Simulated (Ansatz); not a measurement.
The elements of this relaxed trial crystal are hidden behind letters.

```
lattice vectors (Å)
   5.0864    0.0000    0.0000
  -2.5432    4.4049    0.0000
   0.0000    0.0000    4.9182
fractional positions
X 0.3333 0.6667 0.5000
X 0.6667 0.3333 0.5000
X 0.0000 0.0000 0.0000
Z 0.0000 0.0000 0.5000
```

These are results of DFT PBE, scalar-relativistic, plane waves, PAW (Ansatz 0.2.0), not measurements. The final run on the 4-atom cell used 420 eV, a Γ-centred 12×12×10 mesh, 0.10 eV smearing and no spin polarisation.

| Item | Value |
| --- | --- |
| Space group | P6/mmm (No. 191) |
| Conventional cell | a = 5.086 Å, c = 4.918 Å |
| Volume per atom | 27.55 Å³ |
| Density | 6.49 g/cm³ |
| Energy over the elements | −0.14 eV/atom |
| Gap on the 12×12×10 mesh of the 4-atom cell | 0 eV (a metal) |

Energies are uncorrected and count from the elements' standard states at the same level.

Question: X is a lanthanide and Z is a p-block element of period 2. Which elements are they?

Answer: X = La, Z = N, so the formula is La3N, here in the Li3N type. Density times volume gives a mean mass of 6.49 × 27.55/1.6605 = 107.7 u per atom, and this set has 107.7 u. La on a site of symmetry -6m2 is surrounded by 3 La at 2.94 Å, 3 N at 2.94 Å and 6 La at 3.83 Å; La on a site of symmetry 6/mmm is surrounded by 2 N at 2.46 Å and 12 La at 3.83 Å; N is surrounded by 2 La at 2.46 Å and 6 La at 2.94 Å. Other sets within the hints have nearly the same mass, so mass alone doesn't settle it; this one was computed.

A structure relaxed within its symmetry needn't be a true minimum. Another cell of La3N relaxed alike, in P4mm, lies 98 meV/atom lower, so this cell isn't the stable form at this level.
